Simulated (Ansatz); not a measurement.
Hg:
```yaml
crystal:
  lattice:
    - [0.00000, 2.75085, 5.64229]
    - [1.54351, 0.00000, 5.64229]
    - [1.54351, 2.75085, 0.00000]
  atoms:
    - { symbol: Hg, position: [0.87063, 0.87063, 0.12937] }
    - { symbol: Hg, position: [0.12937, 0.12937, 0.87063] }
```

Relaxed with PBEsol. Special points in fractions of this cell's reciprocal vectors: Γ (0.000, 0.000, 0.000); Y (0.500, 0.000, 0.500); T (1.000, 0.500, 0.500); Z (0.500, 0.500, 0.000); Σ0 (0.000, 0.347, 0.347); U0 (1.000, 0.653, 0.653); C0 (0.500, 0.190, 0.690); A0 (0.500, 0.810, 0.310); L (0.500, 0.500, 0.500).

Problem. List the band energies nearest the Fermi level at these points for PBEsol in the plane-wave PAW code Ansatz.

Solution. In eV from the Fermi level; about four levels below and three above (degenerate sets whole), none deeper than 8.9 eV; points with the same levels are listed once.

```
k                     below              above
--  -----------------------  -----------------
Γ   -6.11 -5.91 -2.34 -2.02  11.40 12.18 13.91
Y   -5.69 -5.45 -2.22 -1.91     1.96 2.06 2.12
T   -5.65 -1.65 -1.48 -0.32     0.07 8.19 9.29
Z   -6.55 -6.31 -6.13 -5.71    4.60 5.11 12.92
Σ0  -6.46 -5.73 -0.94 -0.59     1.98 2.26 2.53
C0  -6.42 -6.23 -5.65 -1.22     0.26 1.34 2.05
L   -5.68 -5.64 -1.66 -1.58     0.48 1.37 5.69
```

Space group Fmmm. The workflow started from a Materials Project entry (that database holds measured and hypothetical structures alike); the Crystallography Open Database copy checked does not list it. It is not the usual solid phase (space group No. 166). The PBEsol relaxation kept the symmetry of its start; its stability against distortions is not shown here. The substance is a gas or liquid at ambient conditions. Spin–orbit coupling is left out wherever it is not named.

Potentials: the later of the program's two PAW sets.
